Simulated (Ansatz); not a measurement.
Sr (fcc (Cu type)), relaxed and computed with several functionals in Ansatz (plane waves, PAW).

| functional | a (Å) |
|---|---|
| LDA | … |
| PBE | 6.027 |
| PBEsol | 5.919 |
| r²SCAN | 6.099 |

Complete the blanks.


- LDA, a (Å): 5.783

All cells were relaxed under the symmetry of their starts (and spin orders); stability against distortions was not tested throughout. Scalar-relativistic: spin–orbit coupling is off unless named, which matters more the heavier the elements.

Potentials: the earlier of the program's two PAW sets. The files were generated under PBE; for other functionals the program regenerates the frozen cores, and for LDA and PBEsol the local potential too.

Ansatz (a first-principles code) is a plane-wave DFT program.
